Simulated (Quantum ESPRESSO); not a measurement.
**Kohn-Sham bands of InSb (zinc blende)**

```
InSb
1.0
    0.00000     3.31661     3.31661
    3.31661     0.00000     3.31661
    3.31661     3.31661     0.00000
In Sb
1 1
Direct
  0.00000   0.00000   0.00000
  0.75000   0.75000   0.75000
```

Structure: Materials Project mp-20012, symmetrised, not relaxed again. COD (Crystallography Open Database) has an entry of this formula and space group (matched by these alone). Computed values, not measurements, from PBEsol: Quantum ESPRESSO (norm-conserving PseudoDojo potentials, cutoff 64 Ry, no spin polarisation, no spin-orbit coupling) on a Γ-centred 8×8×8 mesh, then Wannier90. Density: 8×8×8 mesh, Gaussian smearing 0.01 Ry. Spin-orbit coupling is left out although heavy elements are present.

List the Kohn-Sham levels between −8 and 3.0 eV relative to the Fermi level at the high-symmetry points, as a band run of pw.x on that density gives them (levels within 2 meV counted together).


```json
[
 {"point": "Γ", "k (reciprocal lattice)": "0.000 0.000 0.000", "levels (eV)": "-0.72, -0.05 (×3), 2.90 (×3)"},
 {"point": "X", "k (reciprocal lattice)": "-0.500 -0.500 0.000", "levels (eV)": "-5.70, -2.10 (×2), 1.25, 1.33"},
 {"point": "U", "k (reciprocal lattice)": "-0.375 -0.375 0.250", "levels (eV)": "-5.58, -2.89, -1.78, 1.53"},
 {"point": "K", "k (reciprocal lattice)": "-0.375 0.000 0.375", "levels (eV)": "-5.58, -2.89, -1.78, 1.53"},
 {"point": "L", "k (reciprocal lattice)": "0.000 0.000 0.500", "levels (eV)": "-5.39, -0.96 (×2), 0.30"},
 {"point": "W", "k (reciprocal lattice)": "-0.500 -0.250 0.250", "levels (eV)": "-5.61, -2.65, -2.52"}
]
```
